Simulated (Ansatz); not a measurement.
Rb2WCl6:
Space group Fm-3m (No. 225); a = b = c = 9.5425 Å, α = β = γ = 90.00°

```tsv
atom	site	symmetry	x	y	z
W	4a	m-3m	0.0000	0.0000	0.0000
Rb	8c	-43m	0.2500	0.2500	0.2500
Cl	24e	4m.m	0.0000	0.0000	0.2455
```
(The calculation used a cell of 9 atoms; values per cell refer to that cell.)

This is the LDA-relaxed structure.

### Question
All from the program Ansatz at the LDA level (PAW), unless another level is named. Estimate the Poisson's ratio.

### Answer
0.29.

### Question
And the highest zone-centre frequency?

### Answer
364 cm⁻¹.

The workflow started from an entry of the Crystallography Open Database (COD, 293 K). Its standing as an ambient phase is unchecked. Symmetry was held in the LDA relaxation; of distortions, only those at the zone centre were tested. No spin polarisation was allowed. As this level gives no gap, phonon frequencies hold no LO–TO term and depend on the k-mesh and smearing (Fermi–Dirac, 0.1 eV here). Spin–orbit coupling is left out wherever it is not named.

Potentials: the later of the program's two PAW sets.
